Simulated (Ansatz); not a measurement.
Ti2C:
```cif
data_C3Ti6
_chemical_formula_sum 'Ti6 C3'
_space_group_name_H-M_alt 'R-3m :H'
_space_group_IT_number 166
_space_group_name_Hall '-R 3 2"'
_cell_length_a 3.02701
_cell_length_b 3.02701
_cell_length_c 14.16546
_cell_angle_alpha 90.000
_cell_angle_beta 90.000
_cell_angle_gamma 120.000
loop_
_atom_site_label
_atom_site_type_symbol
_atom_site_symmetry_multiplicity
_atom_site_Wyckoff_symbol
_atom_site_fract_x
_atom_site_fract_y
_atom_site_fract_z
_atom_site_occupancy
Ti1 Ti 6 c 0.00000 0.00000 0.24625 1
C1 C 3 b 0.00000 0.00000 0.50000 1
```
(The calculation used a cell of 3 atoms; values per cell refer to that cell.)

This is the LDA-relaxed structure.

Problem. All from LDA (plane waves, PAW; program Ansatz), unless another level is named. Estimate the bulk modulus (Birch–Murnaghan fit).

Solution. 149 GPa.

Problem. And the highest zone-centre frequency?

Solution. 665 cm⁻¹.

The workflow started from a Materials Project entry (that database holds measured and hypothetical structures alike); the Crystallography Open Database copy checked does not list it. Its standing as an ambient phase is unchecked. The LDA relaxation kept the symmetry of its start; of distortions, only those at the zone centre were tested. The run is not spin-polarised. As this level gives no gap, phonon frequencies hold no LO–TO term and depend on the k-mesh and smearing (Fermi–Dirac, 0.1 eV here).

Potentials: the later of the program's two PAW sets.
